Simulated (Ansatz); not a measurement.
Sr$_{2}$CuSi$_{3}$, a known structure type with other elements, at an estimated volume

```xyz
6
Lattice="0.0000 0.0000 3.7870 0.0000 -4.2331 0.0000 6.8732 2.1166 -1.8935" Properties=species:S:1:pos:R:3 pbc="T T T"
Si    0.0000    0.0000    0.0000
Sr    4.8401   -2.1166    0.0000
Sr    2.0331    0.0000    1.8935
Cu    0.0000   -2.1166    0.0000
Si    2.1266   -2.1166    0.0000
Si    4.7467    0.0000    1.8935
```

The numbers come from plane-wave PAW DFT (Ansatz): PBE, no spin polarisation, 420 eV, 7×7×7 Γ-centred k points, gaussian occupations (width 0.0182 eV). Nothing was relaxed.

(1) Which element gives electrons and which takes them?

(2) What happens at the Fermi level?

(3) What does the stress say?

(4) What is the formation energy?

(5) Where is the largest force?

Origin: a known structure type with other elements, at an estimated volume, so it need not be a known compound. Caveats: atoms or cell far from equilibrium.

Answers

(1) Bader charges in e: Sr +1.01, Si -0.48 to -0.09, Cu -0.98. In the mean Sr gives up most and Cu takes most.

(2) It is a metal, with about 2.8 states/eV a cell as the mean within 0.25 eV of the Fermi level, mostly Si p (74 %).

(3) The pressure is 29.3 GPa (compression positive), so with the atoms held at these fractions the cell would first expand. The principal stresses 24.2, 27.5, 36.2 GPa differ, so its shape would change too.

(4) 0.67 eV an atom against the elements' usual phases (free molecules for gases, crystals otherwise, with no correction for O₂ or N₂), so at this geometry it isn't bound against them. Relaxing would lower it.

(5) The largest is on Si5 (and as large on other atoms): 0.44 eV/Å, components (0.44, 0.00, 0.00). It makes 180° with the line to a nearest neighbour, Cu4 at 2.13 Å, pointing away from it.
